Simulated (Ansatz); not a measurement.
ZrRh (space group Pnma)

```yaml
crystal:
  lattice:
    - [6.01223, 0.00000, 0.00000]
    - [0.00000, 4.40097, 0.00000]
    - [0.00000, 0.00000, 5.21526]
  atoms:
    - { symbol: Zr, position: [0.32489, 0.25000, 0.35891] }
    - { symbol: Zr, position: [0.67511, 0.75000, 0.64109] }
    - { symbol: Zr, position: [0.17511, 0.75000, 0.85891] }
    - { symbol: Zr, position: [0.82489, 0.25000, 0.14109] }
    - { symbol: Rh, position: [0.95297, 0.25000, 0.66867] }
    - { symbol: Rh, position: [0.04703, 0.75000, 0.33133] }
    - { symbol: Rh, position: [0.54703, 0.75000, 0.16867] }
    - { symbol: Rh, position: [0.45297, 0.25000, 0.83133] }
```

The slice is a (1 0 -1) plane (indices of the conventional cell) through the point (0.547, 0.750, 0.169) (fractional), spanned by u = [010] and v = [101] in vectors of this cell: u (4.40 Å) and v (7.96 Å, at 90° to u). It covers one period; positions are fractions (u, v).

These are LDA (plane waves to 420 eV, PAW, scalar-relativistic; Ansatz, a program for electronic structure) values and carry that method's errors. k mesh 8×11×9. Near the nuclei the fields are pseudised (PAW); where an atom keeps semicore shells as valence, they peak there. ZrRh is run without spin polarisation. ZrRh was relaxed with its symmetry unable to fall.

**Question.** Sketch the electron localisation function (ELF) on this plane as a map.

**Answer.** 
```
v \ u  0.00  0.09  0.18  0.27  0.36  0.45  0.55  0.64  0.73  0.82  0.91
-----  ----  ----  ----  ----  ----  ----  ----  ----  ----  ----  ----
0.90   0.50  0.37  0.22  0.30  0.28  0.27  0.27  0.28  0.30  0.22  0.37
0.80   0.16  0.16  0.23  0.30  0.28  0.33  0.33  0.28  0.30  0.23  0.16
0.70      x  0.81  0.51  0.16  0.29  0.23  0.23  0.29  0.16  0.51  0.81
0.60      x  0.79  0.38  0.16  0.31  0.24  0.24  0.31  0.16  0.38  0.79
0.50   0.13  0.17  0.29  0.27  0.47  0.65  0.65  0.47  0.27  0.29  0.17
0.40   0.30  0.32  0.33  0.21  0.44  0.69  0.69  0.44  0.21  0.33  0.32
0.30   0.24  0.25  0.29  0.33  0.32  0.31  0.31  0.32  0.33  0.29  0.25
0.20   0.27  0.28  0.31  0.23  0.13  0.13  0.13  0.13  0.23  0.31  0.28
0.10   0.49  0.37  0.29  0.41  0.23  0.11  0.11  0.23  0.41  0.29  0.37
0.00      x     x  0.46  0.30  0.41  0.29  0.29  0.41  0.30  0.46     x
```

Values: electron localisation function (ELF). Points within 0.5 Å of a nucleus are blanked (x), as the pseudised field means little there.
